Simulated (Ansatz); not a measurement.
CdS (zinc blende)

```
CELL_PARAMETERS angstrom
      0.00000     2.93890     2.93890
      2.93890     0.00000     2.93890
      2.93890     2.93890     0.00000
ATOMIC_POSITIONS crystal
  S  0.75000 0.75000 0.75000
  Cd 0.00000 0.00000 0.00000
```

This relaxed cell (volume V₀) is scaled evenly in all directions, its shape held. Symmetry pins the atoms to their sites.

All values below come from r2SCAN (plane waves to 500 eV, PAW, scalar-relativistic; Ansatz, an electronic-structure program). k mesh 10×10×10 (Γ-centred), Fermi-Dirac smearing 0.05 eV. The energy includes the smearing's −TS. Compression counts positive. CdS was relaxed with its symmetry unable to fall. The zero of ΔE is the relaxed starting cell.

| V (Å³/atom) | ΔE (meV/atom) |
|---|---|
| 21.322 | 168.4 |
| 22.338 | 87.1 |
| 23.353 | 35.7 |
| 24.368 | 8.3 |
| 25.384 | 0.0 |
| 26.399 | withheld |
| 27.414 | 26.7 |
| 28.430 | 56.1 |
| 29.445 | 93.5 |

Problem. Fit a third-order Birch-Murnaghan form (E₀, V₀, B₀, B₀′ free) to the given rows and predict ΔE at V = 26.399.

Solution. Least squares on the 8 given rows: ΔE = E₀ + (9V₀B₀/16)·y²·[2 + (B₀′ − 4)y], y = (V₀/V)^(2/3) − 1, with V₀ = 25.384 Å³/atom, B₀ = 60.43 GPa (160.2 GPa = 1 eV/Å³; the term in eV is multiplied by 1000), B₀′ = 4.46, E₀ = 0.04 meV/atom; root-mean-square residual 0.04 meV/atom. At 26.399 the fit gives 7.2 meV/atom; the calculation gives 7.1 meV/atom, so the interpolation is off by 0.1 (+1.4 %). For the pressure the fit gives -2.2 GPa against the computed -2.2 GPa.

(Under strain, the slope of the energy per volume gives the stress and its curvature an elastic modulus.)
